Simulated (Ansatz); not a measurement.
**17O NMR of the central transition in Ag2P2PbO7**

Cell: a structure deposited in the COD, atoms as given.

Space group P-1 (No. 2); a = 5.5020, b = 7.0080, c = 10.0180 Å, α = 106.63°, β = 93.89°, γ = 110.68°.

| site | Wyckoff | site symmetry | x | y | z |
| --- | --- | --- | --- | --- | --- |
| Ag1 | 2i | 1 | 0.0861 | 0.7666 | 0.0191 |
| Ag3 | 2i | 1 | 0.6620 | 0.8990 | 0.2047 |
| P5 | 2i | 1 | 0.5098 | 0.6301 | 0.8353 |
| P7 | 2i | 1 | 0.7311 | 0.8470 | 0.6336 |
| Pb | 2i | 1 | 0.1377 | 0.6339 | 0.3721 |
| O11 | 2i | 1 | 0.9765 | 0.7944 | 0.6638 |
| O13 | 2i | 1 | 0.6350 | 0.4611 | 0.8093 |
| O15 | 2i | 1 | 0.6667 | 0.8397 | 0.9510 |
| O17 | 2i | 1 | 0.6359 | 0.8045 | 0.4810 |
| O19 | 2i | 1 | 0.4915 | 0.6879 | 0.6882 |
| O21 | 2i | 1 | 0.2242 | 0.5382 | 0.8516 |
| O23 | 2i | 1 | 0.7810 | 0.0812 | 0.7263 |

One atom of each set is listed.

Method: Kohn–Sham DFT in Ansatz, PBE, plane waves and PAW, scalar-relativistic, 420 eV cutoff, Γ-centred 5×4×3 k-points, Fermi–Dirac smearing 0.02 eV.

17O has I = 5/2 and Q = -25.58 mb (Pyykkö 2018); at 9.4 T its Larmor frequency is ν₀ = 54.3 MHz. Only the quadrupole interaction is simulated: positions count from each site's isotropic chemical shift, and J coupling is left out, as are shift anisotropy and dipolar coupling, which fast spinning averages.

Task: Give C_Q, η, the quadrupolar product P_Q = |C_Q|(1 + η²/3)^½, the second-order isotropic shift and the breadth of the pattern (fast magic-angle spinning) for each O site.

Result: 

```json
{"site": "O11", "first shell": "1 P at 1.55 Å; also 1 Ag at 2.31 Å, 2 Pb at 2.75–3.13 Å", "C_Q (MHz)": "-4.91", "η": "0.65", "P_Q (MHz)": "5.24", "δ_QIS (ppm)": "-55.9", "breadth (kHz)": "7.01"}
{"site": "O13", "first shell": "1 P at 1.54 Å; also 1 Pb at 2.35 Å, 3 Ag at 2.43–3.29 Å", "C_Q (MHz)": "-5.24", "η": "0.47", "P_Q (MHz)": "5.43", "δ_QIS (ppm)": "-60.1", "breadth (kHz)": "7.57"}
{"site": "O15", "first shell": "1 P at 1.50 Å; also 4 Ag at 2.46–3.21 Å", "C_Q (MHz)": "-4.69", "η": "0.30", "P_Q (MHz)": "4.77", "δ_QIS (ppm)": "-46.2", "breadth (kHz)": "5.76"}
{"site": "O17", "first shell": "1 P at 1.49 Å; also 1 Pb at 2.58 Å, 1 Ag at 3.03 Å", "C_Q (MHz)": "-4.53", "η": "0.49", "P_Q (MHz)": "4.71", "δ_QIS (ppm)": "-45.2", "breadth (kHz)": "5.69"}
{"site": "O19", "first shell": "2 P at 1.64 Å, angle 127°; also 1 Ag at 3.21 Å, 1 Pb at 3.30 Å", "C_Q (MHz)": "-7.84", "η": "0.56", "P_Q (MHz)": "8.24", "δ_QIS (ppm)": "-138", "breadth (kHz)": "17.4"}
{"site": "O21", "first shell": "1 P at 1.51 Å; also 3 Ag at 2.33–3.24 Å, 1 Pb at 2.57 Å", "C_Q (MHz)": "-4.74", "η": "0.42", "P_Q (MHz)": "4.88", "δ_QIS (ppm)": "-48.5", "breadth (kHz)": "6.10"}
{"site": "O23", "first shell": "1 P at 1.55 Å; also 1 Pb at 2.39 Å, 3 Ag at 2.41–3.04 Å", "C_Q (MHz)": "-4.92", "η": "0.40", "P_Q (MHz)": "5.04", "δ_QIS (ppm)": "-51.8", "breadth (kHz)": "6.51"}
```

δ_QIS = −(ν_Q²/30ν₀²)[I(I+1) − 3/4](1 + η²/3) × 10⁶ ppm with ν_Q = 3|C_Q|/[2I(2I−1)]; it falls as 1/B₀² in ppm, and the breadth as 1/B₀ in kHz.

The broadest static pattern spans 53 kHz. The table holds for spinning faster than that; slower spinning leaves sidebands.

At O11, O13, O15, O17, O21 and O23 V_zz points along its bond to P (within 8°) in each case. At O19 V_zz runs parallel to the line that joins its two neighbours (within 1°).

At this cell the principal stresses reach 5 GPa in size with PBE, which can matter for small gradients. The largest force is 1.8 eV/Å, so the atoms aren't at the calculated equilibrium and relaxing them would move these values.

Hardware: 4 threads of Arm Neoverse V2 (aarch64; 8 cores open to the job, memory cap 8.0 GiB, no GPU), a shared host with a load of 0.8 a core. Wall time 34 s, CPU time 2.2 min, peak memory 1.7 GiB.
